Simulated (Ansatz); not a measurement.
CuI:
```yaml
crystal:
  lattice:
    - [0.00000, 3.03946, 3.03946]
    - [3.03946, 0.00000, 3.03946]
    - [3.03946, 3.03946, 0.00000]
  atoms:
    - { symbol: Cu, position: [0.00000, 0.00000, 0.00000] }
    - { symbol: I, position: [0.25000, 0.25000, 0.25000] }
```

x, y and z are the axes in which the lattice vectors are written.

Q: Give the high-frequency dielectric tensor and the Born effective charge tensors of the independent atoms from DFPT, the program Ansatz at the PBE level (PAW).

A: 
ε∞:
```
6.37  0.00  0.00
0.00  6.37  0.00
0.00  0.00  6.37
```
Z* of atom 1 (Cu), rows: field, columns: displacement, in e:
```
1.11  0.00  0.00
0.00  1.11  0.00
0.00  0.00  1.11
```
Z* of atom 2 (I), rows: field, columns: displacement, in e:
```
-1.11   0.00   0.00
 0.00  -1.11   0.00
 0.00   0.00  -1.11
```

Static charges for comparison (Bader): Cu1 +0.31, I2 -0.31 e. Born charges measure polarisation by displacement and can exceed these by far.

Space group F-43m (zinc blende). Symmetry was held in the PBE relaxation; phonons on a q-mesh show no instability. The run is not spin-polarised. Spin–orbit coupling is left out wherever it is not named.

Potentials: the later of the program's two PAW sets.
